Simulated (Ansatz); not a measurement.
NbN:
```xyz
2
Lattice="0.0000 2.1779 2.1779 2.1779 0.0000 2.1779 2.1779 2.1779 0.0000" Properties=species:S:1:pos:R:3 pbc="T T T"
N      0.0000     0.0000     0.0000
Nb     2.1779     2.1779     2.1779
```

Relaxed with LDA. Special points in fractions of this cell's reciprocal vectors: Γ (0.000, 0.000, 0.000); X (0.500, 0.000, 0.500); U (0.625, 0.250, 0.625); K (0.375, 0.375, 0.750); L (0.500, 0.500, 0.500); W (0.500, 0.250, 0.750).

List the band energies nearest the Fermi level at these points for DFT-LDA in the program Ansatz with PAW potentials.

In eV from the Fermi level; about four levels below and three above (degenerate sets whole), none deeper than 8.9 eV; … stands for higher levels left out; points with the same levels are listed once.

```csv
k,below,above
Γ,-3.41 -3.41 -3.41 -2.10 -2.10 -2.10,…
X,-5.76 -5.25 -4.05 -4.05,1.64 2.95 2.95
U,-6.96 -6.03 -5.77 -1.98,2.09 2.26 4.34
L,-7.28 -7.28,1.55 1.55 2.07
W,-6.10 -6.10 -0.12 -0.12,2.96 3.70 …
```

Space group Fm-3m (rock salt). The cell was relaxed with LDA under the symmetry of its start; of distortions, only those at the zone centre were tested. No spin polarisation was allowed. Scalar-relativistic: spin–orbit coupling is off unless named, which matters more the heavier the elements.

Potentials: the later of the program's two PAW sets.
